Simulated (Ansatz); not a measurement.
Below is a relaxed structure of AlCu5. The cell was found from a structure generator's guess, not taken from experiment.

All numbers below come from Ansatz 0.2.0, DFT PBE, scalar-relativistic, plane waves, PAW. Cutoff 420 eV, Γ-centred mesh, Gaussian smearing, no spin polarisation.

```xyz
6
Lattice="2.6549 0.0000 0.0000 0.0000 3.5763 0.0000 0.0000 0.0000 7.8355" Properties=species:S:1:pos:R:3 pbc="T T T"
Al    1.3274    1.7882    3.9177
Cu    1.3274    1.7882    6.5531
Cu    0.0000    0.0000    5.2533
Cu    0.0000    0.0000    2.5822
Cu    1.3274    1.7882    1.2824
Cu    0.0000    0.0000    0.0000
```

Formation energies are uncorrected and refer to the elements' standard structures at the same level.

(1) What space group does it have?

(2) What is its formation energy per atom?

(3) Is it a metal?

## Answers

(1) Pmmm (No. 47), with Al and Cu ordered on fcc sites. Conventional cell: a = 2.655 Å, b = 3.576 Å, c = 7.835 Å. Around Al lie 10 Cu at 2.60–2.64 Å and 2 Al at 2.65 Å; Cu on a site of symmetry mm2 is surrounded by 11 Cu at 2.56–2.65 Å and 1 Al at 2.64 Å; Cu on a second site of symmetry mm2 is surrounded by 8 Cu at 2.58–2.67 Å and 4 Al at 2.60 Å; Cu on a site of symmetry mmm has 12 Cu at 2.57–2.65 Å.

(2) −0.09 eV/atom. Whether it is stable depends on the other phases of the system, which aren't compared here.

(3) Yes, bands cross the Fermi level on the 14×12×6 mesh.

The last run used a 14×12×6 mesh (in the run's order of axes) for its 6-atom cell and Gaussian smearing of 0.10 eV. This cell was reached by moving the atoms of another relaxed cell at random and relaxing again, last within the group found; it had no such test of its own.
